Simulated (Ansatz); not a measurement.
CuI:
```
CELL_PARAMETERS angstrom
      4.00728     0.00000     0.00000
     -2.00364     3.47041     0.00000
      0.00000     0.00000     7.01428
ATOMIC_POSITIONS crystal
  Cu 0.66667 0.33333 0.59419
  Cu 0.33333 0.66667 0.40581
  I  0.33333 0.66667 0.76744
  I  0.66667 0.33333 0.23256
```

Tensor components refer to the Cartesian frame of this cell.

Q: Give the high-frequency dielectric tensor and the Born effective charge tensors of the independent atoms from DFPT, LDA in the plane-wave PAW code Ansatz.

A: 
ε∞:
```
6.56  0.00  0.00
0.00  6.56  0.00
0.00  0.00  6.07
```
Z* of atom 1 (Cu), rows: field, columns: displacement, in e:
```
0.97  0.00  0.00
0.00  0.97  0.00
0.00  0.00  0.70
```
Z* of atom 3 (I), rows: field, columns: displacement, in e:
```
-0.97   0.00   0.00
 0.00  -0.97   0.00
 0.00   0.00  -0.70
```

Space group P-3m1. The first step of the workflow began from a Materials Project structure, measured or hypothetical; the Crystallography Open Database copy checked does not list it. It is not the phase usual at ambient conditions (space group No. 216). Symmetry was held in the LDA relaxation; whether a distortion lowers the energy is not shown. No spin polarisation was allowed. A crystal of weakly bound layers computed without a dispersion correction: the cell and the soft elastic constants depend strongly on that. Scalar-relativistic: spin–orbit coupling is off unless named, which matters more the heavier the elements.

Potentials: the later of the program's two PAW sets.
